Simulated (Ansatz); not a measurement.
GeS in space group P4/nmm (No. 129; Ge on 2c, S on 2a), PBE in the plane-wave PAW code Ansatz, all energies at zero smearing, with the estimated change up to a 700 eV cutoff added, with one set of potentials and settings (totals compare only within such a set). Cell of 4 atoms (2 Ge, 2 S): -10394.403 eV.

```
element             reference phase  E (eV/atom)
-------  --------------------------  -----------
Ge       Fd-3m, 2 atoms in the cell   -4294.9847
S        Fddd, 32 atoms in the cell    -902.0599
```

Formation energy per atom, worked out: (-10394.403 − 2×(-4294.9847) − 2×(-902.0599))/4 = -0.078 eV/atom (-8 kJ per mol of atoms), at 0 K, without zero-point energy or fitted corrections.

A made-up cell: these elements were put on the sites of a structure type; neither database checked (COD, Materials Project) lists it. COD files the formula under space group No. 62, so this cell is another polymorph or a model. Whether it is the stable phase at ambient conditions was not checked. The cell was relaxed with PBE under the symmetry of its start; whether a distortion lowers the energy is not shown. A crystal of weakly bound layers computed without a dispersion correction: the cell and the soft elastic constants depend strongly on that. The references are the lowest solids computed at this level, not always the standard phases.

Potentials: the later of the program's two PAW sets.
